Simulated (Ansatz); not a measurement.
Computed with DFT, BLYP, plane waves (420 eV) with PAW, scalar-relativistic (Ansatz). The PAW files were generated under PBE, with cores re-solved for the functional.

An element in the hcp structure gives this curve. The cell is scaled uniformly from the relaxed one, with fractional coordinates and shape fixed. Energies are extrapolated to zero smearing, pressures are those at the given smearing. Magnetic state: ferromagnetic.

| V (Å³/atom) | E − E₀ (meV/atom) | P (GPa) | sphere moment (μB) |
| --- | --- | --- | --- |
| 10.107 | 108.3 | 29.17 | 0.60 |
| 10.566 | 43.3 | 16.98 | 0.61 |
| 11.025 | 9.5 | 7.40 | 0.63 |
| 11.485 | 0.0 | -0.12 | 0.65 |
| 11.944 | 9.6 | -6.01 | 0.67 |
| 12.404 | 34.1 | -10.63 | 0.70 |
| 12.863 | 70.2 | -14.27 | 0.72 |

Question: Which element is it?
A. copper
B. nickel
C. chromium
D. rhodium

Answer: B. Its fit is V₀ = 11.46 Å³/atom, B₀ = 167 GPa, B₀′ = 5.1.
